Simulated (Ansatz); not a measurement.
**What strain does to SiO2 (rutile)**

SiO2 (rutile), relaxed with r2SCAN in the plane-wave code Ansatz. Space group P4_2/mnm (No. 136), tetragonal; a = 4.185 Å, c = 2.669 Å in the conventional setting, 7.79 Å³ an atom. Si has 6 O at 1.76–1.81 Å; O has 3 Si at 1.76–1.81 Å.

The axes x, y and z are those of this cell:
```yaml
crystal:
  lattice:
    - [4.18519, 0.00000, 0.00000]
    - [0.00000, 4.18519, 0.00000]
    - [0.00000, 0.00000, 2.66884]
  atoms:
    - { symbol: Si, position: [0.00000, 0.00000, 0.00000] }
    - { symbol: Si, position: [0.50000, 0.50000, 0.50000] }
    - { symbol: O, position: [0.30610, 0.30610, 0.00000] }
    - { symbol: O, position: [0.19390, 0.80610, 0.50000] }
    - { symbol: O, position: [0.80610, 0.19390, 0.50000] }
    - { symbol: O, position: [0.69390, 0.69390, 0.00000] }
```

Unstrained: With PBE the gap is 5.555 eV and direct, at Γ. With r2SCAN the gap is 6.512 eV and direct, at Γ. HSE06 gives a direct gap of 7.661 eV at Γ. Meshes: PBE 6×6×10, r2SCAN 6×6×10, HSE06 4×4×6. Strains are changes of length per length. After each strain the atoms were relaxed again with r2SCAN in this cell and within any symmetry left, so distortions that break it or need a larger cell weren't tested; points keep the names that they have in the unstrained zone. Spin-unpolarised throughout; all numbers are computed.

Changes of the least gap in eV (an overlap counts as a negative gap):
```csv
strain,volume change (%),space group,PBE,r2SCAN,HSE06,"energy rise, r2SCAN (meV/atom)"
uniaxial -4.0 % along z,-4.0,P4_2/mnm,+0.855,+0.888,+0.906,32.7
uniaxial -3.0 % along z,-3.0,P4_2/mnm,+0.646,+0.671,+0.685,18.0
uniaxial -2.0 % along z,-2.0,P4_2/mnm,+0.432,+0.450,+0.458,7.8
uniaxial -1.0 % along z,-1.0,P4_2/mnm,+0.217,+0.226,+0.231,1.9
uniaxial +1.0 % along z,+1.0,P4_2/mnm,-0.215,-0.224,-0.229,1.8
uniaxial +2.0 % along z,+2.0,P4_2/mnm,-0.431,-0.448,-0.458,7.1
uniaxial +3.0 % along z,+3.0,P4_2/mnm,-0.643,-0.669,-0.684,15.6
uniaxial +4.0 % along z,+4.0,P4_2/mnm,-0.852,-0.887,-0.907,27.1
```

Uniaxial -4.0 % along z, other directions held. HSE06: the gap goes from 7.661 to 8.567 eV (+0.906 eV); with r2SCAN the top three valence levels at Γ, grouped 1+2 from the top over 879 meV, become 1+2 over 949 meV. Stress change with r2SCAN, compression positive: xx +8.31, yy +8.31, zz +35.21 GPa.

Uniaxial -3.0 % along z, other directions held. HSE06: the gap goes from 7.661 to 8.346 eV (+0.685 eV); with r2SCAN the top three valence levels at Γ, grouped 1+2 from the top over 879 meV, become 1+2 over 931 meV. Stress change with r2SCAN, compression positive: xx +6.14, yy +6.14, zz +25.51 GPa.

Uniaxial -2.0 % along z, other directions held. HSE06: the gap goes from 7.661 to 8.119 eV (+0.458 eV); with r2SCAN the top three valence levels at Γ, grouped 1+2 from the top over 879 meV, become 1+2 over 914 meV. Stress change with r2SCAN, compression positive: xx +4.03, yy +4.03, zz +16.43 GPa.

Uniaxial -1.0 % along z, other directions held. HSE06: the gap goes from 7.661 to 7.891 eV (+0.231 eV); with r2SCAN the top three valence levels at Γ, grouped 1+2 from the top over 879 meV, become 1+2 over 896 meV. Stress change with r2SCAN, compression positive: xx +2.00, yy +2.00, zz +7.93 GPa.

Uniaxial +1.0 % along z, other directions held. HSE06: the gap goes from 7.661 to 7.432 eV (-0.229 eV); with r2SCAN the top three valence levels at Γ, grouped 1+2 from the top over 879 meV, become 1+2 over 861 meV. Stress change with r2SCAN, compression positive: xx -1.90, yy -1.90, zz -7.40 GPa.

Uniaxial +2.0 % along z, other directions held. HSE06: the gap goes from 7.661 to 7.203 eV (-0.458 eV); with r2SCAN the top three valence levels at Γ, grouped 1+2 from the top over 879 meV, become 1+2 over 844 meV. Stress change with r2SCAN, compression positive: xx -3.79, yy -3.79, zz -14.27 GPa.

Uniaxial +3.0 % along z, other directions held. HSE06: the gap goes from 7.661 to 6.977 eV (-0.684 eV); with r2SCAN the top three valence levels at Γ, grouped 1+2 from the top over 879 meV, become 1+2 over 827 meV. Stress change with r2SCAN, compression positive: xx -5.59, yy -5.59, zz -20.65 GPa.

Uniaxial +4.0 % along z, other directions held. HSE06: the gap goes from 7.661 to 6.754 eV (-0.907 eV); with r2SCAN the top three valence levels at Γ, grouped 1+2 from the top over 879 meV, become 1+2 over 809 meV. Stress change with r2SCAN, compression positive: xx -7.33, yy -7.33, zz -26.55 GPa.

The meshes of the hybrids are coarse, so their gaps aren't converged to the digits shown.

The splittings at Γ are without spin-orbit coupling, which regroups them where it is of like size.
